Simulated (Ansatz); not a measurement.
**Question.** TaAs in space group I4_1md (No. 109; Ta on 4a, As on 4a) is relaxed with the program Ansatz at the PBE level (PAW). What lattice parameters of the conventional cell result?

**Answer.** a = 3.463 Å, c = 11.737 Å.

**Question.** Give the free coordinates with the occupied sites.

**Answer.** In one choice of origin and axes:

| atom | site | symmetry | x | y | z |
|---|---|---|---|---|---|
| Ta | 4a | 2mm. | 0.0000 | 0.0000 | 0.7502 |
| As | 4a | 2mm. | 0.0000 | 0.0000 | 0.3324 |

**Question.** Is it a metal or does it have a gap at this level?

**Answer.** No gap at this level.

Symmetry was held in the PBE relaxation. No spin polarisation was allowed. A small band overlap can be real or an error of a semilocal functional. Scalar-relativistic: spin–orbit coupling is off unless named, which matters more the heavier the elements.

Potentials: the earlier of the program's two PAW sets.
